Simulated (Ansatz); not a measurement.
Te$_{2}$Mo:
```cif
data_Mo4Te8
_chemical_formula_sum 'Te8 Mo4'
_space_group_name_H-M_alt 'P 1'
_space_group_IT_number 1
_cell_length_a 6.32330
_cell_length_b 3.49161
_cell_length_c 14.31759
_cell_angle_alpha 90.000
_cell_angle_beta 92.279
_cell_angle_gamma 90.000
loop_
_space_group_symop_operation_xyz
  'x, y, z'
loop_
_atom_site_label
_atom_site_type_symbol
_atom_site_fract_x
_atom_site_fract_y
_atom_site_fract_z
_atom_site_occupancy
Te1 Te 0.56633 0.75000 0.35657 1
Te2 Te 0.43367 0.25000 0.64343 1
Te3 Te 0.58200 0.25000 0.10152 1
Te4 Te 0.41800 0.75000 0.89848 1
Te5 Te 0.09058 0.75000 0.14351 1
Te6 Te 0.90942 0.25000 0.85649 1
Mo1 Mo 0.32049 0.75000 0.50701 1
Mo2 Mo 0.67951 0.25000 0.49299 1
Te7 Te 0.06292 0.25000 0.39839 1
Te8 Te 0.93708 0.75000 0.60161 1
Mo3 Mo 0.18082 0.25000 0.00725 1
Mo4 Mo 0.81918 0.75000 0.99275 1
```

Relaxed with r²SCAN+D4.

Q: Tabulate the valence density and the electron localisation function along the shortest Mo–Mo contact (2.88 Å), DFT-r²SCAN+D4 in the program Ansatz with PAW potentials.

A: 

| distance from Mo (Å) | density (e/Å³) | ELF |
|---|---|---|
| 0.29 | 6.75 | 0.58 |
| 0.43 | 5.79 | 0.72 |
| 0.58 | 4.18 | 0.74 |
| 0.72 | 2.53 | 0.68 |
| 0.86 | 1.35 | 0.54 |
| 1.01 | 0.72 | 0.39 |
| 1.15 | 0.47 | 0.35 |
| 1.29 | 0.38 | 0.41 |
| 1.44 | 0.35 | 0.45 |
| 1.58 | 0.38 | 0.41 |
| 1.73 | 0.47 | 0.35 |
| 1.87 | 0.72 | 0.39 |
| 2.01 | 1.35 | 0.54 |
| 2.16 | 2.53 | 0.68 |
| 2.30 | 4.18 | 0.74 |
| 2.45 | 5.79 | 0.72 |
| 2.59 | 6.75 | 0.58 |

The density is the valence pseudo-density with augmentation charge, so density and ELF within about 1 Å of a nucleus are not all-electron values.

Space group P2_1/m. The workflow started from an entry of the Crystallography Open Database (COD), which files this formula under 2 space groups. It is not the phase usual at ambient conditions (space group No. 194). The cell was relaxed with r²SCAN+D4 under the symmetry of its start; its stability against distortions is not shown here. No spin polarisation was allowed. Scalar-relativistic: spin–orbit coupling is off unless named, which matters more the heavier the elements.

Potentials: the earlier of the program's two PAW sets.
